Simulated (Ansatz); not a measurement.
## What settings do to one calculation: zincblende alloy of GaP and GaN (1 of 8 P sites exchanged), 16 atoms with displaced atoms

Ansatz (PAW, plane waves), atoms fixed. The base input:

```yaml
crystal:
  lattice:
    - [10.707710, 0.000000, 0.000000]
    - [0.000000, 5.353855, 0.000000]
    - [0.000000, 0.000000, 5.353855]
  atoms:
    - { symbol: Ga, position: [0.997928, 0.981917, 0.988317] }
    - { symbol: Ga, position: [0.510297, 0.007279, 0.987522] }
    - { symbol: Ga, position: [0.258035, 0.528132, 0.979275] }
    - { symbol: Ga, position: [0.753118, 0.518954, 0.988267] }
    - { symbol: Ga, position: [0.250470, 0.013036, 0.488999] }
    - { symbol: Ga, position: [0.749145, 0.015435, 0.508334] }
    - { symbol: Ga, position: [0.995700, 0.514730, 0.494634] }
    - { symbol: Ga, position: [0.492870, 0.490646, 0.503496] }
    - { symbol: P, position: [0.121160, 0.242962, 0.240492] }
    - { symbol: P, position: [0.622142, 0.246278, 0.255215] }
    - { symbol: P, position: [0.378376, 0.753932, 0.263631] }
    - { symbol: P, position: [0.880645, 0.745401, 0.271147] }
    - { symbol: P, position: [0.371883, 0.253754, 0.752825] }
    - { symbol: P, position: [0.879814, 0.259255, 0.749594] }
    - { symbol: P, position: [0.131508, 0.764748, 0.759576] }
    - { symbol: N, position: [0.627219, 0.730678, 0.773781] }
kpoints:
  mp_grid: { grid: [2, 2, 2], shift: [0.5, 0.5, 0.5] }
hamiltonian:
  xc: pbesol
scf:
  occupations: { method: fermi_dirac, width: 0.01 }
output:
  forces: true
  eigenvalues: true
  stress: true
  populations: true
```

Command:

```sh
ansatz run in.yaml --threads 7 --pin off --max-ram 13300MiB --runs-dir r --events-out ev --progress --plain
```

It converged in 9 iterations and 4.7 s of wall time on 7 threads of a Neoverse-V2 processor, on a host shared with other runs; peak host memory 0.96 GiB; largest force component 2.42 eV/Å, pressure 0.97 GPa. The cutoff was the default, 420 eV. The base isn't a converged reference: it has few k points, and its atoms are unrelaxed. Each run below changes the keys shown and caps the iterations.

```csv
run,changed,ending,iterations,free energy less the base (meV per atom),rms change of forces (eV/Å),change of pressure (GPa),"wall time (s, shared host)"
1,"mixing beta 1.5, n_extra_bands 1, width 0.5 eV, max_iter 100",refused,–,–,–,–,–
2,"width 2.0 eV, max_iter 70",converged,10,-2207.7,0.580,16.13,8.1 CPU
3,"xc r2scan, initial_magnetization 4, max_iter 70",converged,21,other zero,0.082,0.59,28 CPU
4,max_iter 50,converged,9,0.0,0.000,0.00,4.1 CPU
5,"ecutrho_ratio 2, dispersion rvv10, max_iter 80",refused,–,–,–,–,–
6,"mixing algorithm linear, max_iter 80",refused,–,–,–,–,–
```

«Other zero»: another functional, charge or dispersion term moves the zero of energy, so the difference says nothing of accuracy.

Problem. Which changes leave the result alone, and which of the same physical model moves the forces most?

Solution. The forces move by under 0.002 eV/Å in run 4. Run 2 (width 2.0 eV, max_iter 70) moves them most among the runs with the same functional, charge and dispersion term, by 0.580 eV/Å.

Problem. Why did some runs give no result?

Solution. - run 1: invalid value for `scf.mixing.beta`: must be finite and in (0, 1]; got 1.5
- run 5: inconsistent input (hamiltonian.dispersion, hamiltonian.xc): `dispersion: rvv10` has no transferable b for PBE exchange — Sabatini et al. (2013) fitted b=6.3 to rPW86, and the PBE refits of Peng & Perdew (2017) are task-dependent (b=6.6 S22 / b=10.0 layered). …
- run 6: YAML parse error: error: line 30 column 24: unknown variant `linear`, expected one of auto, anderson, broyden, msr1
